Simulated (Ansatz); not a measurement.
## A plane-wave run on KSbBr

input.yaml (Ansatz 0.2.0)

```yaml
crystal:
  lattice:
    - [5.034486, 0.0, 0.0]
    - [0.0, 5.034486, 0.0]
    - [0.0, 0.0, 8.832374]
  atoms:
    - { symbol: K, position: [0.0, 0.5, 0.656] }
    - { symbol: K, position: [0.5, 0.0, 0.344] }
    - { symbol: Sb, position: [0.0, 0.5, 0.196] }
    - { symbol: Sb, position: [0.5, 0.0, 0.804] }
    - { symbol: Br, position: [0.0, 0.0, 0.0] }
    - { symbol: Br, position: [0.5, 0.5, 0.0] }
  symmetry: { tolerance: 0.0003 }
kpoints:
  mp_grid: { grid: [5, 5, 3], shift: [0, 0, 0] }
  band_path:
    path:
      - [0.0, 0.0, 0.0]
      - [0.0, 0.5, 0.0]
      - [0.5, 0.5, 0.0]
      - [0.0, 0.0, 0.0]
      - [0.0, 0.0, 0.5]
      - [0.0, 0.5, 0.5]
      - [0.5, 0.5, 0.5]
      - [0.0, 0.0, 0.5]
      - [0.0, 0.5, 0.0]
      - [0.0, 0.5, 0.5]
      - [0.5, 0.5, 0.0]
    npoints: 6
magnetization:
  spin_polarized: false
scf:
  occupations: { method: fermi_dirac, width: 0.0101 }
  lower_state_search: "off"
  max_iter: 200
hamiltonian:
  pseudopotentials: { kind: paw }
  xc: r2scan
basis:
  ecutwfc: 500
  fft_grid_basis: typed
output:
  forces: true
  stress: true
  eigenvalues: true
  bader: true
  populations: true
  elf: true
  write_potential: true
  volumetric_format: npy
  dos:
    e_range: [-12, 8]
    de: 0.05
    projected: { site_lists: { Br: [Br], K: [K], Sb: [Sb] } }
checkpoint:
  read: saved_state
```

The saved state is an earlier solution for the same cell, perhaps on another mesh. 

Excerpt of what it printed:

```
SCF iter   1: F=-21668.7680 eV  Δρ=1.49e-3  dr2=1.00e-2  dr2_τ=3.07e-4
SCF iter   2: F=-21668.7692 eV  Δρ=1.01e-3  dr2=3.91e-3  dr2_τ=9.15e-5
SCF iter   3: F=-21668.7710 eV  Δρ=3.36e-4  dr2=5.89e-4  dr2_τ=1.37e-5
SCF iter   4: F=-21668.7711 eV  Δρ=1.45e-4  dr2=1.80e-4  dr2_τ=2.69e-6
SCF iter   5: F=-21668.7712 eV  Δρ=4.76e-5  dr2=1.34e-5  dr2_τ=2.51e-7
SCF iter   6: F=-21668.7712 eV  Δρ=2.59e-5  dr2=2.17e-6  dr2_τ=1.15e-7
SCF iter   7: F=-21668.7712 eV  Δρ=5.73e-6  dr2=1.15e-7  dr2_τ=6.54e-9
SCF iter   8: F=-21668.7712 eV  Δρ=1.87e-6  dr2=1.90e-8  dr2_τ=3.44e-10
Free energy (F): -21668.7712 eV
Harris-Foulkes:  -21668.7712 eV  (|F-HF|=7.47e-9)
Internal energy: -21668.7680 eV  (E = F + TS)
E sigma→0 (E₀):  -21668.7696 eV
Entropy (-TS):   -0.0032 eV (-0.531 meV/atom)
Fermi energy:    5.1339 eV
--- Per-component energies (eV) ---
  E_band       = -754.9189
  E_kinetic    = 1184.4513
  E_local      = -5921.7550  (includes V_loc(G=0)·N_el)
  E_nonlocal   = 890.0404
  E_hartree    = 2463.5733
  E_xc         = -1018.9766
  E_vxc        = -801.0445  (∫ρ·V_xc dr)
  E_paw        = -15318.3975  (= ΣΔE_a)
  E_vpaw       = -1081.7373  (= ΣTr[D̂ρ^β])
  E_aug_tail   =  0.0000  (compensation charges beyond the density's cutoff)
  E_vtau       = 47.9767  (kinetic-family band-sum trace: ∫τ·v_τ [+ j·A + Jᵃ·Aᵃ] dr)
  E_ewald      = -3948.0072
  E_core_change = 0.3033  (= ΣΔE_core)
  E_smearing   = -0.0032  (= −TS)
--- Forces (eV/Å), atoms counted from 1 ---
  atom   1  K      0.0000     0.0000     0.2964
  atom   2  K      0.0000     0.0000    -0.2964
  atom   3  Sb     0.0000     0.0000     0.4124
  atom   4  Sb     0.0000     0.0000    -0.4124
  atom   5  Br     0.0000     0.0000     0.0000
  atom   6  Br     0.0000     0.0000     0.0000
--- Stress (GPa, compression-positive) ---
        2.6378       0.0000       0.0000
        0.0000       2.6378       0.0000
        0.0000       0.0000      -1.1731
  P = ⅓ Tr σ = 1.3675 GPa (13.675 kbar)
--- Löwdin populations: 6 sites ---
  site symbol       q [e]
     0      K      8.4644
     1      K      8.4644
     2     Sb     15.2169
     3     Sb     15.2169
     4     Br      7.1781
     5     Br      7.1781
  spilling = 0.0045 (of n_electrons = 62.0000)
--- Bader charges: 6 sites ---
  site symbol  charge [e]  shift [e]
     0      K      0.7423     0.0000
     1      K      0.7423     0.0000
     2     Sb     -0.2230     0.0000
     3     Sb     -0.2230     0.0000
     4     Br     -0.5193     0.0000
     5     Br     -0.5193     0.0000
```

Origin: a known structure type with other elements, at an estimated volume, so it need not be a known compound. Caveats: many states at the Fermi level without spin polarisation, so a magnetic state may lie lower.
